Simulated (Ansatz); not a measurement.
SiGe:
```cif
data_Ge2Si2
_chemical_formula_sum 'Si2 Ge2'
_space_group_name_H-M_alt 'P 1'
_space_group_IT_number 1
_cell_length_a 6.78898
_cell_length_b 6.78898
_cell_length_c 6.78898
_cell_angle_alpha 33.600
_cell_angle_beta 33.600
_cell_angle_gamma 33.600
loop_
_space_group_symop_operation_xyz
  'x, y, z'
loop_
_atom_site_label
_atom_site_type_symbol
_atom_site_fract_x
_atom_site_fract_y
_atom_site_fract_z
_atom_site_occupancy
Si1 Si 0.93882 0.93882 0.93882 1
Si2 Si 0.06118 0.06118 0.06118 1
Ge1 Ge 0.43597 0.43597 0.43597 1
Ge2 Ge 0.56403 0.56403 0.56403 1
```

Relaxed with r²SCAN. r²SCAN in the plane-wave PAW code Ansatz gives a gap of 0.65 eV.

What gap does HSE06 give on the same cell (Ansatz, PAW)?

1.00 eV, 0.36 eV more. The hybrid was solved on a coarser mesh and at special points; its gap is the smallest among all of these.

Cost on shared cores: the r²SCAN run (SCF on a 8×8×8 mesh, then bands and DOS) very roughly 100 core-seconds, the HSE06 run (SCF on 6×6×6, then a few points) roughly 3 core-minutes; the tasks are unlike.

Space group R-3m. The start of the workflow was typed in or built on a structure type; neither database checked (COD, Materials Project) lists it. Whether it is the stable phase at ambient conditions was not checked. Symmetry was held in the r²SCAN relaxation; whether a distortion lowers the energy is not shown. Scalar-relativistic: spin–orbit coupling is off unless named, which matters more the heavier the elements.

Potentials: the later of the program's two PAW sets.
